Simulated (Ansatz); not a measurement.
In PBEsol (plane waves, PAW; program Ansatz), As$_{2}$Pt in the cubic phase (Pa-3; Pt on 4a, As on 8c) relaxes to a = 5.980 Å. Pt has 6 nearest neighbours from 2.50 Å (octahedral); As has 4 nearest neighbours from 2.42 Å (tetrahedral). Against the elements it lies at -0.55 eV/atom, with no fitted shifts.

The Kohn–Sham gap is 0.21 eV (indirect). HSE06 on the same cell gives 0.70 eV. The hole mass is 0.12, 0.19, 0.47 mₑ (principal values).

The bulk modulus is 155 GPa. The relaxed-ion elastic constants in GPa are C11 = 326, C12 = 70.6, C44 = 74.4. The elastic constants imply a Debye temperature near 372 K. Without the LO–TO term the highest mode at Γ lies at 280 cm⁻¹.

Symmetry was held in the PBEsol relaxation. No spin polarisation was allowed. The references are the lowest solids computed at this level, not always the standard phases. Scalar-relativistic: spin–orbit coupling is off unless named, which matters more the heavier the elements.

Potentials: the later of the program's two PAW sets.
